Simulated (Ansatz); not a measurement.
## Stability checks on a candidate for Sr7La

The structure comes from a generated guess, relaxed at this level; another structure or a mixture of phases may lie lower.

Computed with DFT PBE, scalar-relativistic, plane waves, PAW in Ansatz 0.2.0. Cutoff 420 eV, Γ-centred 6×6×6 mesh (8-atom cell), Gaussian smearing of 0.10 eV, no spin polarisation.

```
Sr La
1.0
     0.00000    5.92921    5.92921
     5.92921    0.00000    5.92921
     5.92921    5.92921    0.00000
Sr La
7 1
Cartesian
  5.9292 5.9292 5.9292
  0.0000 2.9646 2.9646
  2.9646 5.9292 2.9646
  5.9292 2.9646 2.9646
  2.9646 0.0000 2.9646
  2.9646 2.9646 5.9292
  2.9646 2.9646 0.0000
  0.0000 0.0000 0.0000
```

Formation energies are uncorrected and refer to the elements' standard structures at the same level.

Q: These tests were run: energy against the elements; elastic tensor. What do they show?

A:

| test | result |
| --- | --- |
| energy against the elements | +0.09 eV/atom |
| elastic tensor | least eigenvalue 4 GPa |

It fails one test: energy against the elements. It may still be a metastable minimum. Undecided within the accuracy: elastic tensor.

The cell is a metal run without spin; a magnetic state may lie lower. The run for the elastic tensor used a 6×6×6 k mesh and Fermi–Dirac smearing of 0.15 eV.
